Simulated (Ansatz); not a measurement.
An Ansatz (a quantum-chemistry and plane-wave program) run. Input:

Ansatz 0.2 input:
```yaml
crystal:
  lattice:
    - [5.362032624, 3.3375415908, 0.0]
    - [-5.362032624, 3.3375415908, 0.0]
    - [-3.2447314765, 0.0, 5.4115172278]
  atoms:
    - { symbol: Ni, position: [0.8163745769, 0.6704414327, 0.6456815374] }
    - { symbol: Ni, position: [0.1836254231, 0.3295585673, 0.3543184626] }
    - { symbol: Ni, position: [0.6704414327, 0.8163745769, 0.8543184626] }
    - { symbol: Ni, position: [0.3295585673, 0.1836254231, 0.1456815374] }
    - { symbol: Ni, position: [0.5, 0.0, 0.0] }
    - { symbol: Ni, position: [0.0, 0.5, 0.5] }
    - { symbol: Ni, position: [0.0874060561, 0.7400026307, 0.0858420233] }
    - { symbol: Ni, position: [0.9125939439, 0.2599973693, 0.9141579767] }
    - { symbol: Ni, position: [0.7400026307, 0.0874060561, 0.4141579767] }
    - { symbol: Ni, position: [0.2599973693, 0.9125939439, 0.5858420233] }
    - { symbol: Ge, position: [0.8963906841, 0.8963906841, 0.25] }
    - { symbol: Ge, position: [0.1036093159, 0.1036093159, 0.75] }
    - { symbol: Ge, position: [0.2825504975, 0.5847239281, 0.9512136607] }
    - { symbol: Ge, position: [0.7174495025, 0.4152760719, 0.0487863393] }
    - { symbol: Ge, position: [0.5847239281, 0.2825504975, 0.5487863393] }
    - { symbol: Ge, position: [0.4152760719, 0.7174495025, 0.4512136607] }
kpoints:
  mp_grid: { grid: [8, 8, 8] }
hamiltonian:
  xc: r2scan
  pseudopotentials: { kind: paw }
scf:
  occupations: { method: gaussian, width: 0.05 }
checkpoint: { read: metal.run }
output: { write_density: true, elf: true, volumetric_format: npy }
```

Output (shortened):

```
Pseudopotentials: kind: paw
Pseudopotential: Ni, paw, valence charge 18
Pseudopotential: Ge, paw, valence charge 14
Functional definition: r2SCAN
Crystal: 16 atoms, lattice volume = 193.689 Å³
Basis set: ecut = 500 eV, 4907 PW (Γ), exchange–correlation on 192×192×192 points (64 copies of the dense FFT grid, shifted against one another)
Bands: 159, of which v1, the nominal top of the filled ones, is band 132 counted from 1 (131 counted from 0)
Symmetry: 4 space group operations
Space group: C2/c (ITA 15), of the structure as read, at distance tolerance 5.8e-5 Å
k-points: 150 of 512
PAW frozen core: Ni, regenerated for the run's functional
PAW frozen core: Ge, regenerated for the run's functional
Initial density: read from a saved state, or passed on in memory by an earlier SCF of this step, an earlier step, the calling program or the single point that …
Stability of the state it starts from, as read at its close in the unpolarized treatment …
Initial wavefunctions: pseudopotential atomic-orbital guess
Eigensolver: davidson
Functional: x = r2scan, c = r2scan; τ floored in thin density (d = 2e-4 eV/Å³)
iter 1 solved again at ethr=1.51e-7 eV; its pass at ethr=3.10e-3 eV (dr2=4.00e-4 eV) is discarded
SCF iter   1: F=—  HF=-84274.659095 eV  |F-HF|=—  |Δ(HF+E_count)|=         —  Δρ=1.65e-6  dr2=2.81e-9  dr2_τ=3.49e-11  ethr=1.51e-7  ⟨swp⟩=3.9  Hψ=150855  notcnv=0
all-band conjugate gradients solve this SCF's bands
preconditioner: auto → Kerker (q_TF=auto, 2.873 Å⁻¹)
SCF iter   2: F=—  HF=-84274.658950 eV  |F-HF|=—  |Δ(HF+E_count)|=   1.45e-4  Δρ=2.89e-6  dr2=9.49e-9  dr2_τ=6.79e-11  ethr=1.07e-12  ⟨swp⟩=8.0  Hψ=124070  notcnv=0
SCF iter   3: F=-84274.658950 eV  HF=-84274.658950 eV  |F-HF|=9.90e-10  |Δ(HF+E_count)|=   1.38e-9  Δρ=9.78e-7  dr2=1.05e-9  dr2_τ=1.53e-11  ethr=1.07e-12  ⟨swp⟩=1.7  Hψ=56154  notcnv=0
SCF 1 converged in 3 iterations: F = -84274.658950 eV  dr2 = 1.05e-9
SCF converged after 3 iterations
Free energy (F): -84274.658950 eV
Harris-Foulkes:  -84274.658950 eV  (|F-HF|=9.90e-10)
Internal energy: -84274.647412 eV  (E = F + TS)
E sigma→0 (E₀):  -84274.653181 eV
Entropy (-TS):   -0.011538 eV (-0.721 meV/atom)
Fermi energy:    17.050234 eV
--- Per-component energies (eV) ---
  E_band       = -3546.672579
  E_kinetic    = 3526.705290
  E_local      = -48972.747362  (includes V_loc(G=0)·N_el)
  E_nonlocal   = 8970.767489
  E_hartree    = 21027.602745
  E_xc         = -1210.022736
  E_vxc        = -1590.065614  (∫ρ·V_xc dr)
  E_paw        = -28694.470995  (= ΣΔE_a)
  E_vpaw       = -7647.502350  (= ΣTr[D̂ρ^β])
  E_aug_tail   = 0.002395  (compensation charges beyond the density's cutoff)
  E_vtau       = 110.954254  (kinetic-family band-sum trace: ∫τ·v_τ [+ j·A + Jᵃ·Aᵃ] dr)
  E_ewald      = -38912.968957
  E_core_change = -9.515280  (= ΣΔE_core)
  E_smearing   = -0.011538  (= −TS)
  E_closure    =  0.000000  (closes the sum)
  Σ components = -84274.658950   (vs F -84274.658950, Δ=0.00e0)
  [band-id]    e_kinetic+e_local+e_nonlocal+2·e_hartree+e_vxc+e_vpaw+e_augmentation_tail+e_vtau = -3546.680408   (vs E_band -3546.672579, Δ=-7.83e-3)
--- Band table (eV; the first three rows and the last of 150) ---
  k-point 0: bands = ["-89.9631", "-89.9621", "-89.9621", "-89.9620", "-89.8808", "-89.8804", "-89.8757", "-89.8755", "-89.7795", "-89.7793", "-48.9885", "-48.9856", "-48.9827", "-48.9800", "-48.9386", "-48.9361", "-48.9319", "-48.9285", "-48.8911", "-48.8828", "-48.8474", "-48.8402", "-48.8309", "-48.8295", "-48.8263", "-48.8215", "-48.8166", "-48.8084", "-48.8008", "-48.7952", "-48.7932", "-48.7899", "-48.7812", "-48.7780", "-48.7723", "-48.7711", "-48.7447", "-48.7375", "-48.5953", "-48.5931", "-8.4248", "-8.4206", "-8.4202", "-8.4166", "-8.4146", "-8.4093", "-8.4065", "-8.4033", "-8.3983", "-8.3932", "-8.3908", "-8.3893", "-8.3810", "-8.3759", "-8.3736", "-8.3711", "-8.3707", "-8.3654", "-8.3630", "-8.3625", "-8.3601", "-8.3586", "-8.3477", "-8.3469", "-8.3440", "-8.3425", "-8.3347", "-8.3335", "-8.3241", "-8.3222", "3.6204", "7.2528", "7.2872", "7.2952", "7.3527", "8.1885", "10.5672", "10.5948", "10.6606", "10.8822", "10.8890", "11.1097", "11.1866", "12.1084", "12.3678", "12.4204", "12.4633", "13.1566", "13.1748", "13.3738", "13.5570", "13.6390", "13.7225", "13.7636", "13.7857", "13.9259", "13.9438", "13.9627", "14.2881", "14.2888", "14.2971", "14.3024", "14.4877", "14.5335", "14.5392", "14.6184", "14.8293", "14.9273", "14.9762", "15.3177", "15.3473", "15.3492", "15.3806", "15.3948", "15.4425", "15.4676", "15.4784", "15.5774", "15.6340", "15.6859", "15.6931", "15.7919", "15.7968", "15.8224", "15.8674", "15.8804", "15.9072", "15.9563", "16.1283", "16.3795", "16.7556", "16.7772", "16.9073", "16.9364", "17.1492", "19.7759", "20.0326", "20.1876", "20.2433", "20.3691", "20.8338", "20.9606", "21.0202", "21.5558", "22.2209", "22.7866", "22.8067", "23.1111", "24.2875", "24.2973", "25.7951", "25.8766", "26.0448", "26.0633", "26.1755", "26.1778", "26.5423", "26.7192", "26.7906"]
  k-point 1: bands = ["-89.9630", "-89.9622", "-89.9621", "-89.9620", "-89.8808", "-89.8805", "-89.8757", "-89.8755", "-89.7795", "-89.7793", "-48.9883", "-48.9854", "-48.9829", "-48.9803", "-48.9382", "-48.9362", "-48.9320", "-48.9291", "-48.8906", "-48.8830", "-48.8469", "-48.8403", "-48.8312", "-48.8295", "-48.8277", "-48.8207", "-48.8155", "-48.8085", "-48.8011", "-48.7966", "-48.7921", "-48.7898", "-48.7810", "-48.7778", "-48.7729", "-48.7712", "-48.7444", "-48.7377", "-48.5952", "-48.5931", "-8.4248", "-8.4211", "-8.4201", "-8.4167", "-8.4146", "-8.4094", "-8.4053", "-8.4028", "-8.3983", "-8.3943", "-8.3905", "-8.3875", "-8.3814", "-8.3775", "-8.3737", "-8.3708", "-8.3701", "-8.3676", "-8.3639", "-8.3630", "-8.3586", "-8.3575", "-8.3480", "-8.3463", "-8.3448", "-8.3425", "-8.3344", "-8.3330", "-8.3238", "-8.3222", "3.7018", "6.8945", "7.1417", "7.4316", "7.4338", "8.1365", "10.3171", "10.6066", "10.6927", "10.7612", "11.0880", "11.3352", "11.4928", "12.1747", "12.3750", "12.3829", "12.7219", "13.1441", "13.1742", "13.2764", "13.5740", "13.6565", "13.7438", "13.7623", "13.7933", "13.8924", "13.9043", "13.9850", "14.2660", "14.3011", "14.3029", "14.3331", "14.4583", "14.5333", "14.5512", "14.6570", "14.8310", "14.9050", "15.0236", "15.2299", "15.2879", "15.3208", "15.3751", "15.3761", "15.4257", "15.4779", "15.5129", "15.5919", "15.6222", "15.6809", "15.7150", "15.7499", "15.7695", "15.7893", "15.8843", "15.8957", "15.9602", "16.0132", "16.1761", "16.3920", "16.7370", "16.8306", "17.0113", "17.0849", "17.1487", "18.9599", "19.1508", "20.0926", "20.1026", "20.8094", "20.9275", "21.2218", "21.4069", "21.4934", "22.3411", "22.6518", "23.1967", "23.3223", "24.0078", "24.3695", "24.7093", "25.3213", "25.3654", "25.5541", "25.8757", "25.9171", "26.2074", "26.3357", "26.6876"]
  k-point 2: bands = ["-89.9629", "-89.9623", "-89.9621", "-89.9621", "-89.8808", "-89.8805", "-89.8757", "-89.8756", "-89.7795", "-89.7793", "-48.9876", "-48.9848", "-48.9835", "-48.9809", "-48.9374", "-48.9361", "-48.9322", "-48.9305", "-48.8892", "-48.8837", "-48.8456", "-48.8406", "-48.8324", "-48.8302", "-48.8282", "-48.8199", "-48.8129", "-48.8085", "-48.8017", "-48.7988", "-48.7909", "-48.7895", "-48.7803", "-48.7770", "-48.7745", "-48.7717", "-48.7435", "-48.7385", "-48.5950", "-48.5934", "-8.4249", "-8.4223", "-8.4198", "-8.4171", "-8.4141", "-8.4096", "-8.4027", "-8.4017", "-8.3981", "-8.3957", "-8.3898", "-8.3848", "-8.3821", "-8.3806", "-8.3756", "-8.3714", "-8.3701", "-8.3685", "-8.3661", "-8.3627", "-8.3570", "-8.3563", "-8.3483", "-8.3464", "-8.3454", "-8.3425", "-8.3336", "-8.3321", "-8.3232", "-8.3222", "3.9442", "6.2386", "7.0667", "7.3616", "7.5761", "8.0172", "10.0223", "10.4816", "10.8497", "10.9434", "10.9610", "12.0086", "12.0513", "12.3384", "12.4610", "12.5056", "12.8618", "13.0521", "13.1326", "13.2975", "13.6029", "13.6102", "13.6521", "13.7814", "13.8118", "13.8740", "13.9408", "14.0498", "14.1927", "14.2710", "14.3262", "14.3849", "14.4284", "14.5096", "14.6025", "14.7347", "14.8372", "14.8512", "15.0856", "15.1004", "15.1698", "15.3189", "15.3242", "15.3610", "15.4308", "15.4821", "15.5421", "15.5573", "15.6076", "15.6181", "15.7155", "15.7164", "15.8025", "15.8028", "15.9190", "15.9196", "16.0122", "16.1131", "16.2388", "16.4117", "16.9179", "17.0018", "17.1229", "17.2641", "17.3776", "18.1526", "18.2151", "19.3497", "20.1067", "20.3653", "20.9519", "21.2096", "21.3581", "22.0074", "22.3703", "22.5514", "23.3223", "23.3846", "23.8898", "23.9719", "24.4852", "24.5318", "24.7768", "25.0354", "25.5699", "25.6233", "25.9111", "26.0199", "26.3300"]
  k-point 149: bands = ["-89.9625", "-89.9625", "-89.9621", "-89.9621", "-89.8808", "-89.8808", "-89.8755", "-89.8755", "-89.7794", "-89.7794", "-48.9868", "-48.9868", "-48.9819", "-48.9819", "-48.9368", "-48.9368", "-48.9332", "-48.9332", "-48.8835", "-48.8835", "-48.8468", "-48.8468", "-48.8261", "-48.8261", "-48.8216", "-48.8216", "-48.8119", "-48.8119", "-48.8060", "-48.8060", "-48.7885", "-48.7885", "-48.7766", "-48.7766", "-48.7738", "-48.7738", "-48.7417", "-48.7417", "-48.5943", "-48.5943", "-8.4242", "-8.4242", "-8.4205", "-8.4205", "-8.4075", "-8.4075", "-8.4006", "-8.4006", "-8.3938", "-8.3938", "-8.3884", "-8.3884", "-8.3864", "-8.3864", "-8.3785", "-8.3785", "-8.3689", "-8.3689", "-8.3617", "-8.3617", "-8.3576", "-8.3576", "-8.3536", "-8.3536", "-8.3355", "-8.3355", "-8.3342", "-8.3342", "-8.3207", "-8.3207", "5.1359", "5.1359", "7.0073", "7.0073", "7.1869", "7.1869", "10.1401", "10.1401", "11.4722", "11.4722", "11.7992", "11.7992", "12.6560", "12.6560", "12.7567", "12.7567", "12.9900", "12.9900", "13.2553", "13.2553", "13.3231", "13.3231", "13.6634", "13.6634", "14.0298", "14.0298", "14.0631", "14.0631", "14.2238", "14.2238", "14.3789", "14.3789", "14.5475", "14.5475", "14.7987", "14.7987", "14.9720", "14.9720", "15.1184", "15.1184", "15.2434", "15.2434", "15.2649", "15.2649", "15.4007", "15.4007", "15.4712", "15.4712", "15.5568", "15.5568", "15.6638", "15.6638", "15.7666", "15.7666", "15.8018", "15.8018", "15.8858", "15.8858", "16.2262", "16.2262", "17.1175", "17.1175", "17.2276", "17.2276", "18.7536", "18.7536", "19.3479", "19.3479", "19.5928", "19.5928", "20.6844", "20.6844", "20.7482", "20.7482", "22.3557", "22.3557", "22.3959", "22.3959", "22.7088", "22.7088", "22.8255", "22.8255", "25.3710", "25.3710", "25.7676", "25.7676", "25.8415", "25.8415", "26.3610"]
  band table: 159 of 159 bands, residual norms ≤ 1.0e-3 eV
```

Cost: about 3.0 core-minutes (a rough figure) on shared cores.

The first step of the workflow began from a Materials Project structure, measured or hypothetical; the Crystallography Open Database copy checked does not list it. Its standing as an ambient phase is unchecked. The r²SCAN relaxation kept the symmetry of its start; whether a distortion lowers the energy is not shown. The run is not spin-polarised. Scalar-relativistic: spin–orbit coupling is off unless named, which matters more the heavier the elements.

Potentials: the later of the program's two PAW sets.

Ansatz is a plane-wave DFT program.
